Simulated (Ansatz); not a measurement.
The relaxed structure here is a generated cell of Ir: the first start was made by a random draw of sites in a space group, and the end was not matched to a known phase here, so it may be hypothetical. Known forms of Ir include space group No. 225.

A relaxed structure of Ir. Level of theory: PBEsol (plane waves to 420 eV, PAW, scalar-relativistic; Ansatz, a first-principles code).

```xyz
1
Lattice="2.6292 0.0000 0.0000 -1.3146 2.2769 0.0000 0.0000 0.0000 2.5660" Properties=species:S:1:pos:R:3 pbc="T T T"
Ir     0.0000     0.0000     0.0000
```

Problem. Find the space group and the Wyckoff positions (tolerance 0.01 Å).

Solution. Space group P6/mmm (No. 191); a = 2.629 Å, b = 2.629 Å, c = 2.566 Å, α = 90.00°, β = 90.00°, γ = 120.00°

```
atom  site  symmetry       x       y       z
----  ----  --------  ------  ------  ------
Ir      1a     6/mmm  0.0000  0.0000  0.0000
```

This is the AFLOW prototype A_hP1_191_a (A_f, as in Sn).

Problem. Give the shortest distances between elements (the closest pairs, up to four, under 3.6 Å).

Solution. Ir–Ir 2.57 Å.

```json
{
  "volume_per_atom": "15.36 Å³",
  "density": "20.78 g/cm³",
  "band_gap": "zero (metallic)"
}
```

No spin polarisation in the result.

The run could not lose the symmetry of its start: the end is stationary, and may be a saddle point rather than a minimum.
